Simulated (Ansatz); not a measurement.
SiO$_{2}$:
```xyz
6
Lattice="2.8254 0.0000 0.0000 0.0000 2.8254 0.0000 0.0000 0.0000 8.1884" Properties=species:S:1:pos:R:3 pbc="T T T"
Si     0.0000     0.0000     0.0000
Si     1.4127     1.4127     4.0942
O      0.0000     1.4127     0.8356
O      0.0000     1.4127     4.9298
O      1.4127     0.0000     3.2586
O      1.4127     0.0000     7.3528
```

Relaxed with r²SCAN. Plane-wave PAW r²SCAN (Ansatz code) gives a gap of 5.93 eV.

Q: What gap does HSE06 give on the same cell (Ansatz, PAW)?

A: 7.09 eV, 1.16 eV more. The hybrid was solved on a coarser mesh and at special points; its gap is the smallest among all of these.

Cost on shared cores: the r²SCAN run (SCF on a 10×10×4 mesh, then bands and DOS) about 100 core-seconds (a rough figure), the HSE06 run (SCF on 6×6×2, then a few points) roughly 60 core-seconds; the tasks are unlike.

Space group P4_2/nmc. A made-up cell: these elements were put on the sites of a structure type; neither database checked (COD, Materials Project) lists it. It is not the phase usual at ambient conditions (space group No. 92, 152, 154). The r²SCAN relaxation kept the symmetry of its start; its stability against distortions is not shown here.

Potentials: the later of the program's two PAW sets.
